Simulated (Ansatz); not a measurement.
The relaxed structure here is a generated cell of Ti3Al: the first start was made by placing the elements on the sites of a structure type, and the end was not matched to a known phase here, so it may be hypothetical. Known forms of Ti3Al include space group No. 194.

One starting cell of Ti3Al (a generated trial cell of Ti3Al in the AFLOW prototype AB3_mC16_12_g_ij (D0_15, as in AlCl3)) was relaxed twice with Ansatz (plane waves, PAW, scalar-relativistic): with r2SCAN at 500 eV and with PBE at 420 eV. The r2SCAN result:

```
Ti3Al
1.0
    2.51900    -4.41753     0.00000
    2.51900     4.41753     0.00000
   -1.84800     0.00000     6.70204
Al Ti
2 6
Cartesian
  2.51900  -3.01499   0.00000
  2.51900   3.01499   0.00000
  0.68626   0.00000   2.33228
  2.50374   0.00000   4.36975
  3.29864  -1.51423   2.21805
 -0.10864  -1.51423   4.48399
 -0.10864   1.51423   4.48399
  3.29864   1.51423   2.21805
```

```
quantity                          r2SCAN   PBE
--------------------------------  ------  ----
space group                         C2/m  C2/m
volume (Å³/atom)                   18.64   [?]
a (Å)                              5.038   [?]
b (Å)                              8.835   [?]
c (Å)                              6.952   [?]
gap (eV, no spin-orbit coupling)    0.00   [?]
```

Problem. Fill in the PBE column.

Solution. 
- volume (Å³/atom), PBE: 18.75
- a (Å), PBE: 5.055
- b (Å), PBE: 8.829
- c (Å), PBE: 6.959
- gap (eV, no spin-orbit coupling), PBE: 0.00

Both levels end in the same structure; PBE's volume is 0.6 % larger. Neither column is exact.

No spin polarisation in the result.

The run could not lose the symmetry of its start: the end is stationary, and may be a saddle point rather than a minimum.

Ansatz is an electronic-structure program.
